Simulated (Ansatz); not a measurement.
## Computed properties of FeLi$_{2}$Nb$_{4}$O$_{12}$

FeLi$_{2}$Nb$_{4}$O$_{12}$:
```xyz
19
Lattice="-5.1769 0.0000 0.0000 -2.5878 2.0897 8.5411 -2.5830 4.8731 0.0000" Properties=species:S:1:pos:R:3 pbc="T T T"
Fe    -7.7606     5.5882     3.4285
Li    -5.1711     4.0672     7.5521
Li    -2.5917     2.2919     5.4633
Nb    -2.6086     1.7345     2.0113
Nb    -7.7542     5.1835     6.4904
Nb    -5.2109     3.4638     4.2405
Nb    -7.7414     4.8607     0.0176
O     -4.1872     2.4766     2.6758
O     -9.3953     6.0029     6.8931
O     -6.7362     2.1110     3.6382
O     -6.6819     5.6796     7.8800
O     -3.5134     0.8222     0.4448
O     -3.5373     4.2518     4.6981
O     -2.0207     3.0781     0.9141
O     -4.5438     1.6295     5.2342
O     -5.9086     4.8212     3.1431
O     -3.2345     3.3963     7.3484
O     -0.9181     0.4826     1.5913
O     -6.1989     3.8699     5.7938
```
The run is spin-polarised; directions of the spins, atom by atom: ↑ 0 0 0 0 0 0 0 0 0 0 0 0 0 0 0 0 0 0.

Space group P1 (No. 1); conventional cell a = 5.1769 Å, b = 5.5153 Å, c = 8.9831 Å, α = 105.87°, β = 90.03°, γ = 117.93°.

Method: DFT-r²SCAN in the program Ansatz with PAW potentials. Structure relaxed to zero pressure with the same functional. Other levels are named where they apply.

### Cell and energy

```
Item                                                           Result
-----------------------------------------------------  --------------
Volume per atom                                              11.34 Å³
Density                                                    4.88 g/cm³
Formation energy from the elements (no fitted shifts)  -2641 meV/atom
```

### Electronic structure

```
Item                                                                                                                            Value
----------------------------------------  -------------------------------------------------------------------------------------------
Band gap                                                                                                           0.60 eV (indirect)
Valence-band maximum                                            at Z (k = 0.000, 0.000, 0.500 in fractions of the reciprocal vectors)
Conduction-band minimum                   off the standard path, at k = (0.328, 0.188, -0.016) in fractions of the reciprocal vectors
Smallest direct gap on the standard path                                                                                      0.78 eV
Electron effective mass                                                                           0.82, 1.5, 10 mₑ (principal values)
Hole effective mass                                                                                2.0, 4.1, 10 mₑ (principal values)
```

### Magnetism

```
Item                      Result
--------------  ----------------
Magnetic order     ferromagnetic
Net moment      0.21 μB per atom
```

### Charges

```
Item                                                               Value
-------------  ---------------------------------------------------------
Bader charges  Fe +1.53, Li +0.91, Nb +2.84 to +2.90, O -1.30 to -1.15 e
```

The start of the workflow was typed in or built on a structure type; neither database checked (COD, Materials Project) lists it. Whether it is the stable phase at ambient conditions was not checked. The cell was relaxed with r²SCAN; whether a distortion lowers the energy is not shown. The final state is ferromagnetic, the only order run, not a proven ground state. Other orbital occupations within this spin state were not tried. No Hubbard U is applied. The references are the lowest solids computed at this level, not always the standard phases (solids in place of the gases). Scalar-relativistic: spin–orbit coupling is off unless named, which matters more the heavier the elements.

Potentials: the later of the program's two PAW sets.
